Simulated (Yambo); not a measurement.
Yambo run on LiCuF₄ (space group P2_1/c, No. 14). The wavefunctions are LDA (Quantum ESPRESSO, PseudoDojo norm-conserving, 92 Ry, without SOC) ones on a 2×2×2 mesh (50 occupied bands); a = 5.430 Å, b = 4.778 Å, c = 5.675 Å, α = γ = 90.00°, β = 118.45°.

Yambo input:

```
rim_cut
HF_and_locXC
RandQpts= 1000000
RandGvec= 1 Ry
EXXRLvcs= 92 Ry
VXCRLvcs= 368 Ry
% QPkrange
 1 | 1 | 50 | 51 |
 2 | 2 | 50 | 51 |
 4 | 4 | 50 | 51 |
 5 | 5 | 50 | 51 |
 6 | 6 | 50 | 51 |
 7 | 7 | 50 | 51 |
 8 | 8 | 50 | 51 |
%
```

k points by index: 1 = Γ, 2 = (0, 0, -0.5), 4 = (0, -0.5, -0.5), 5 = (-0.5, 0, 0), 6 = (-0.5, 0, -0.5), 7 = (-0.5, -0.5, 0), 8 = (-0.5, -0.5, -0.5).

The o-*.hf file then holds:

```
#    K-point    Band    Eo [eV]    Ehf [eV]    Vxc [eV]    Vnlxc [eV]
#
    1    50    0.000000    -6.334596    -29.20129    -35.53589
    1    51    0.889264    3.826885    -29.24236    -26.30473
    2    50    -0.279179    -7.476317    -29.38361    -36.58075
    2    51    0.564736    3.633766    -28.74579    -25.67676
    4    50    -0.425225    -7.622950    -28.85717    -36.05489
    4    51    0.780479    3.031190    -29.21138    -26.96067
    5    50    -0.360562    -5.554633    -28.87973    -34.07380
    5    51    0.725611    3.676329    -28.96573    -26.01501
    6    50    -0.359562    -7.710480    -29.45147    -36.80239
    6    51    0.677143    3.940338    -28.97837    -25.71518
    7    50    -0.280962    -7.565081    -29.52314    -36.80726
    7    51    0.575415    3.677985    -28.76535    -25.66278
    8    50    -0.477394    -8.251461    -29.02938    -36.80345
    8    51    0.894426    3.574515    -29.35016    -26.67007
```
Exchange alone, without screening.

Geometry of the Materials Project entry, not relaxed at this level.

The structure is a Materials Project entry; no match was found in the copy of COD used, and its stability was not checked.
